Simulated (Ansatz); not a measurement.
**Does relaxation matter for the field gradients of CdPtC6N6?**

Start: a COD entry, atoms as given.

```cif
data_CdPtC6N6
_symmetry_space_group_name_H-M 'Fm-3m'
_symmetry_Int_Tables_number 225
_cell_length_a 10.9458
_cell_length_b 10.9458
_cell_length_c 10.9458
_cell_angle_alpha 90.000
_cell_angle_beta 90.000
_cell_angle_gamma 90.000
loop_
_atom_site_label
_atom_site_type_symbol
_atom_site_symmetry_multiplicity
_atom_site_Wyckoff_symbol
_atom_site_fract_x
_atom_site_fract_y
_atom_site_fract_z
Cd Cd 4 b 0.5000 0.5000 0.5000
Pt Pt 4 a 0.0000 0.0000 0.0000
C C 24 e 0.5000 0.5000 0.1855
N N 24 e 0.5000 0.5000 0.2858
```

One atom of each set is listed; the run and its k-mesh use a cell of 14 atoms with edges of 7.74, 7.74, 7.74 Å.

All values are calculated (Ansatz; DFT, PBE, plane waves and PAW, scalar-relativistic, 420 eV cutoff, Γ-centred 5×5×5 k-points, Fermi–Dirac smearing 0.05 eV), not measured.

The largest force at the start is 8.8 eV/Å. Relaxing the ions at fixed cell moves them by 0.035 Å at most (atom 9, N) and 0.028 Å rms.

| site | moved (Å) | first shell before | first shell after | V_zz before (10²¹ V/m²) | η before |
| --- | --- | --- | --- | --- | --- |
| C | 0.024 | 1 N at 1.10 Å, 1 Pt at 2.03 Å, angle 180° | 1 N at 1.16 Å, 1 Pt at 2.01 Å, angle 180° | -4.01 | 0.00 |
| N | 0.035 | 1 C at 1.10 Å | 1 C at 1.16 Å | -7.03 | 0.00 |

Q: What are V_zz and η after the relaxation?

A: 

```
site  V_zz after  η after  change of V_zz
   C       -3.81     0.00           +0.20
   N       -5.87     0.00           +1.16
```

The largest change of V_zz is on N, from -7.03 to -5.87. In per cent, |V_zz| changes by -5 on C, -17 on N (all sites that start above 0.5). Sites without a gradient aren't listed. Forces this large mark an entry whose positions are poorly determined or wrongly transcribed.

Without spin–orbit coupling the gradients at and beside Pt can be off by some per cent, at some sites by more. The database entry as given showed forces above 3 eV/Å or a pressure above 30 GPa, though relaxing it moves no atom far.
